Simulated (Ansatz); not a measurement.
### Question
Name crystals whose computed values (r²SCAN (plane waves, PAW; program Ansatz)) fall in these windows: gap (eV) 6.0 to 8.5; electron conductivity mass (mₑ) 0.40 to 0.49.

### Answer


```json
[
 {"crystal": "SiO2, R-3m (Si on 3a, O on 6c)", "gap (eV)": "7.33", "electron conductivity mass (mₑ)": "0.46"},
 {"crystal": "SiO2, Cmce (Si on 4a, O on 8f)", "gap (eV)": "7.32", "electron conductivity mass (mₑ)": "0.46"},
 {"crystal": "SiO2, Pbcn (Si on 4c, O on 8d)", "gap (eV)": "6.75", "electron conductivity mass (mₑ)": "0.41"},
 {"crystal": "LiCl, rock salt", "gap (eV)": "7.29", "electron conductivity mass (mₑ)": "0.47"},
 {"crystal": "CsCaF3, cubic perovskite", "gap (eV)": "8.05", "electron conductivity mass (mₑ)": "0.45"}
]
```
Others may fit too.

Not the usual ambient phase: SiO2, R-3m (Si on 3a, O on 6c); SiO2, Cmce (Si on 4a, O on 8f); SiO2, Pbcn (Si on 4c, O on 8d). Standing as an ambient phase not checked: CsCaF3, cubic perovskite. Weakly bound layers, chains or molecules computed without a dispersion correction, so cells and soft constants are ill determined: SiO2, R-3m (Si on 3a, O on 6c). Unstable at this level: SiO2, Cmce (Si on 4a, O on 8f). All cells were relaxed under the symmetry of their starts (and spin orders); stability against distortions was not tested throughout. Scalar-relativistic: spin–orbit coupling is off unless named, which matters more the heavier the elements.

Potentials: the later of the program's two PAW sets.
